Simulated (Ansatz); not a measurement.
Cu: Au on the Cu sites

Theory: DFT PBEsol, scalar-relativistic, plane waves, PAW in Ansatz. (420 eV cutoff, 8×12×12 k-mesh, Gaussian smearing of 0.10 eV, no spin polarisation)

Starting point, cell and atoms relaxed:

```
CELL_PARAMETERS angstrom
0.00000 0.00000 -4.13466
-3.77233 -2.17796 0.00000
0.00000 4.35591 0.00000
ATOMIC_POSITIONS crystal
Cu 0.75000 0.66667 0.66667
Cu 0.75000 0.00000 0.33333
Cu 0.75000 0.33333 0.00000
Cu 0.25000 0.33333 0.33333
Cu 0.25000 0.66667 0.00000
Cu 0.25000 0.00000 0.66667
```

Au takes some of the 6 Cu sites (atoms counted from 1 in the order above); cell and atoms are relaxed within the symmetry of each ordered start. The mixing energy is per mixed site over the two end members in this structure and cell, which needn't be the stable phases, so a gain doesn't show that the mixture is stable. These are small ordered cells, not random alloys.

Spin–orbit coupling is left out, which can shift energies with elements as heavy as these.

End members: Cu at 11.32 Å³/atom and Au at 17.03 Å³/atom.

Task: Do Cu and Au mix with a gain or a cost in energy here?

Result: It depends on the fraction and the order: -10.5 meV/site at x = 0.167 (sites 6), -32.6 meV/site at x = 0.333 (sites 2 6), -17.1 meV/site at x = 0.500 (sites 1 3 6), 1.0 meV/site at x = 0.833 (sites 1 2 3 4 6).

Task: How well does Vegard's rule hold for the volume?

Result: The excess over the straight line is +0.80 % at x = 0.167, +0.66 % at x = 0.333, +1.31 % at x = 0.500, +0.90 % at x = 0.833.

Cost: 6 runs of about 17 core-minutes in all, on Intel Xeon 6975P-C (Granite Rapids) (shared hosts).